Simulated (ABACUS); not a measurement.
Set-up for a self-consistent single point of PbSe (Fm-3m, 8 atoms in the cell; from Materials Project mp-2201, changed as shown).

```xyz
8
Lattice="6.0005 0.0000 0.0000 0.0000 6.0005 0.0000 0.0000 0.0000 6.0005" Properties=species:S:1:pos:R:3 pbc="T T T"
Pb     0.0000     0.0000     0.0000
Pb     0.0000     3.0002     3.0002
Pb     3.0002     0.0000     3.0002
Pb     3.0002     3.0002     0.0000
Se     3.0002     0.0000     0.0000
Se     3.0002     3.0002     3.0002
Se     0.0000     0.0000     3.0002
Se     0.0000     3.0002     0.0000
```

All values come from this method and carry its errors: ABACUS 3.10.1 with PBE, numerical atomic orbitals SZP (confined pseudo-atomic orbitals with Gaussian additions; energy shift 0.01 Ry), PseudoDojo 0.5 standard norm-conserving PBE (tails mended) pseudopotentials.

ABACUS settings:

| key | value |
|---|---|
| basis | SZP numerical atomic orbitals, energy shift 0.01 Ry |
| KPT | Gamma 4 4 4 0 0 0 |
| basis_type | lcao |
| ecutwfc | 100 Ry |
| smearing_method | fd |
| smearing_sigma | 0.00146997 Ry |
| potentials | PseudoDojo 0.5 standard norm-conserving PBE (tails mended) |
| symmetry | 1 |
| symmetry_prec | 1e-05 |
| ks_solver | scalapack_gvx |
| scf_nmax | 100 |
| scf_thr | 1.0e-06 |
| mixing_type | pulay |
| mixing_beta | 0.7 |

**Question.** Estimate, at this level of theory: gap on the k-point mesh and pressure.

**Answer.** The run gave:

- Gap on the k-point mesh = 0.28 eV
- Pressure = 6.41 GPa

The gap is read on the k-point mesh of the run and can differ from the gap over the whole zone at this level.

For comparison: a first run was changed to give this one (lattice scaled by 0.98), and from it to this one the free energy goes up by 41.9 meV/atom, the pressure goes from 1.79 to 6.41 GPa and the gap on the mesh goes from 0.451 to 0.284 eV.

Spin-orbit coupling is left out, which matters for bands and gaps with elements this heavy. The atom-centred basis is finite, which shifts total energies, pressures and gaps against plane waves. A single-zeta basis is rough, for pressures and forces above all. The structure comes from a collection of computed structures, made at another level of theory; the collection holds predicted forms beside known ones. Its lattice was then scaled.

Cost on one core: around 15 core-seconds (rough).

The atomic orbitals were generated for these runs; they are not ABACUS's published sets and were checked against plane waves on a few crystals only.

“Tails mended”: in these copies of the files the far tail of each local potential was reset to the Coulomb form.
